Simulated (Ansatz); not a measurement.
TaRu (rock salt, Fm-3m) under volume change, PBEsol (plane waves, PAW; program Ansatz), scaled uniformly.

```json
[
 {"V (Å³/atom)": "15.510", "E − E(relaxed) (meV/atom)": "111.2", "P (GPa)": "25.25"},
 {"V (Å³/atom)": "16.021", "E − E(relaxed) (meV/atom)": "46.7", "P (GPa)": "15.45"},
 {"V (Å³/atom)": "16.532", "E − E(relaxed) (meV/atom)": "11.0", "P (GPa)": "7.11"},
 {"V (Å³/atom)": "17.044", "E − E(relaxed) (meV/atom)": "0.0", "P (GPa)": "0.00"},
 {"V (Å³/atom)": "17.555", "E − E(relaxed) (meV/atom)": "9.9", "P (GPa)": "-6.06"},
 {"V (Å³/atom)": "18.066", "E − E(relaxed) (meV/atom)": "37.7", "P (GPa)": "-11.22"},
 {"V (Å³/atom)": "18.578", "E − E(relaxed) (meV/atom)": "80.8", "P (GPa)": "-15.62"}
]
```

What does a third-order Birch–Murnaghan fit give for V₀, B₀ and B′?

V₀ = 17.04 Å³/atom, B₀ = 218 GPa, B′ = 4.3.

The start of the workflow was typed in or built on a structure type; neither database checked (COD, Materials Project) lists it. COD files the formula under space group No. 123, 221. Its standing as an ambient phase is unchecked. The cell was relaxed with PBEsol under the symmetry of its start. At this level the phase is mechanically unstable. No spin polarisation was allowed. Its formation energy is positive at this level, so the cell may be metastable or incomplete. Spin–orbit coupling is left out wherever it is not named.

Potentials: the earlier of the program's two PAW sets. The files were generated under PBE; for other functionals the program regenerates the frozen cores, and for LDA and PBEsol the local potential too.
